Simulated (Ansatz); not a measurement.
All numbers below come from DFT PBE, scalar-relativistic, plane waves, PAW in Ansatz. All cells share a 420 eV cutoff and Γ-centred k meshes spaced at most about 0.3 Å⁻¹ (about 0.25 or finer for metals, 2π included). No spin polarisation in the final relaxations.

All energies are static (0 K, no zero-point motion).

Two forms of TiSi4Ir were relaxed alike.

A.

```
CELL_PARAMETERS angstrom
1.86810 1.07855 7.90890
-1.86810 1.07855 7.90890
0.00000 -2.15710 7.90890
ATOMIC_POSITIONS crystal
Ti 0.00000 0.00000 0.00000
Si 0.60378 0.60378 0.60378
Si 0.11434 0.11434 0.11434
Si 0.88566 0.88566 0.88566
Si 0.39622 0.39622 0.39622
Ir 0.50000 0.50000 0.50000
```

B.

```
CELL_PARAMETERS angstrom
3.61268 0.00000 0.00000
0.00000 3.61268 0.00000
0.00000 0.00000 7.27384
ATOMIC_POSITIONS crystal
Ti 0.00000 0.00000 0.00000
Si 0.50000 0.00000 0.73627
Si 0.00000 0.50000 0.26373
Si 0.50000 0.00000 0.26373
Si 0.00000 0.50000 0.73627
Ir 0.50000 0.50000 0.50000
```

Question: Which is lower in energy, and by how much?

Answer: B is lower, by 12 meV/atom. A has space group R-3m (No. 166), 15.9 Å³/atom and no gap on its mesh; B has space group P4/mmm (No. 123), 15.8 Å³/atom and no gap. A holds Si–Si nets (shortest 2.48 Å); in B the shortest Si–Si distance is 2.55 Å, near bonding range too. In A, around Ti lie 8 Si at 2.62–2.71 Å; around Si on its first site lie 1 Ir at 2.46 Å, 3 Si at 2.48 Å and 3 Ti at 2.62 Å; around Ir lie 8 Si at 2.46–2.49 Å; 1 more site not described. In B, around Ti lie 8 Si at 2.63 Å; around Si lie 2 Ir at 2.49 Å, 4 Si at 2.55 Å and 2 Ti at 2.63 Å; around Ir lie 8 Si at 2.49 Å. Both come from invented guesses.

The k mesh leaves some 4 meV/atom of noise in the energy of each metallic cell. These runs have no spin–orbit coupling, which can matter for Ir. Cells relaxed within their symmetry can be saddle points.
